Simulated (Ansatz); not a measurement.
Values for one crystal, relaxed and computed with DFT-r²SCAN in the program Ansatz with PAW potentials; other levels are named.

```yaml
volume_per_atom: 22.13 Å³
electronic_character: metallic (no gap)
Gap with spin–orbit coupling: none (metallic)
mechanical_stability: unstable (C has a negative eigenvalue)
Pressure derivative B′: 4.1
Elastic constants (relaxed ions, GPa): C11 = 212, C12 = 179, C44 = -58.9
Density of states at the Fermi level: 0.60 states/eV per atom (mean over ±0.08 eV)
```

### Question
Which of these materials gives this?
(A) La, diamond
(B) Sn, diamond
(C) Re, diamond
(D) Sn, Im-3m (Sn on 12d)

### Answer
C, Re, diamond

Space group Fd-3m (diamond). The start of the workflow was typed in or built on a structure type; neither database checked (COD, Materials Project) lists it. It is not the phase usual at ambient conditions (space group No. 194). The r²SCAN relaxation kept the symmetry of its start. No spin polarisation was allowed. As this level gives no gap, shear constants depend on the k-mesh and smearing (Fermi–Dirac, 0.1 eV here). Scalar-relativistic: spin–orbit coupling is off unless named, which matters more the heavier the elements.

Potentials: the earlier of the program's two PAW sets.
